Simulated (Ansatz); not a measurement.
Te (trigonal-Te type, space group P3_121)

```xyz
3
Lattice="4.6235 0.0000 0.0000 -2.3118 4.0041 0.0000 0.0000 0.0000 5.9044" Properties=species:S:1:pos:R:3 pbc="T T T"
Te     1.1718     0.0000     1.9681
Te    -0.5859     1.0148     3.9362
Te     1.7259     2.9893     0.0000
```

The slice is a (1 -1 0 0) plane (indices of the conventional cell) through the point (0.000, 0.253, 0.667) (fractional), spanned by u = [110] and v = [001] in vectors of this cell: u (4.62 Å) and v (5.90 Å, at 90° to u). It covers one period; positions are fractions (u, v).

Method: r2SCAN (plane waves to 500 eV, PAW, scalar-relativistic; Ansatz, a program for electronic structure). k mesh 8×8×6. These are valence fields of a PAW run, semicore shells included where kept as valence: close to a nucleus they are smooth pseudo fields. Spin-orbit coupling is left out, though Te is heavy. Te was relaxed with its symmetry unable to fall. The PAW data are Ansatz's earlier set.

Three fields on this plane, each scaled to ten steps between its own extremes (0 low, 9 high; the total valence density on a logarithmic scale, the potential cut 8 eV below its top; x marks points blanked near nuclei; v = 0 in the bottom row):

Map A
```
|xxxxx0268999998610xxxx|
|xxxxx0368999998630xxxx|
|xxxx004789999987500xxx|
|xxx00267999999986300xx|
|0000257899999998863000|
|0024578999999999876421|
|5556788999999999988765|
|7778899999999999998877|
|8888999999999999999888|
|9999999999999999999999|
|9999999999998889999999|
|9999999999888888899999|
|9999999998887777788999|
|9999999998766555678899|
|9999999987653223457889|
|9999999986520000146789|
|9999999876300000024688|
|9999999875200000003678|
|8899999875200000003578|
|7788999875200000003567|
|5567888876300000023455|
|0134678886531000133210|
|0000367887654333331000|
|xxx00468887765554100xx|
|xxxx005788887765300xxx|
|xxxxx0378998887520xxxx|
|xxxxx0268999987510xxxx|
|xxxxx0168999998510xxxx|
```

Map B
```
|xxxxx9764211134679xxxx|
|xxxxx8753211124579xxxx|
|xxxx986432111235689xxx|
|xxx98654211112346789xx|
|9987654321111123567899|
|7776543221111123456677|
|6654432211111122344556|
|4443322111111112233444|
|3332221112222222222333|
|2222111112222222222222|
|2111111122333333322222|
|1111001123344444433221|
|1100001223455555543321|
|1000001234566776654322|
|1000001245677887765432|
|1000002346788998876532|
|2100012356789999876543|
|2111112456889999987543|
|3222122456789999987654|
|4433333456789999887655|
|6555443445678898887766|
|7776554445667788887777|
|9988765444556677788899|
|xxx98765444455677899xx|
|xxxx987543334456789xxx|
|xxxxx9764322345679xxxx|
|xxxxx9864322235689xxxx|
|xxxxx9864321234689xxxx|
```

Map C
```
|xxxxx6421000001357xxxx|
|xxxxx4321000001247xxxx|
|xxxx332100000012357xxx|
|xxx22110000000012456xx|
|3211100000000000123444|
|2110000000000000012222|
|1100000000000000001111|
|0000000000000000000000|
|0000000000000000000000|
|0000000000000000000000|
|0000000000000000000000|
|0000000000011111000000|
|0000000000112222110000|
|0000000001223443211000|
|0000000012345665431100|
|0000000012467887542100|
|0000000013579998753110|
|0000000113579998753210|
|0000000113468887643210|
|0000000012356766542211|
|1111100011234444332111|
|2222211101122222222111|
|3444432100011111121112|
|xxx76431100000111222xx|
|xxxx864210000011233xxx|
|xxxxx8531000001234xxxx|
|xxxxx9531000001246xxxx|
|xxxxx8531000001357xxxx|
```

### Question
Assign the maps to these fields: density of the highest valence band (whole band, smooth part); valence electron density; electrostatic potential energy of an electron, from the cell's mean.

### Answer
A is the electrostatic potential energy of an electron, from the cell's mean; B is the valence electron density; C is the density of the highest valence band (whole band, smooth part).
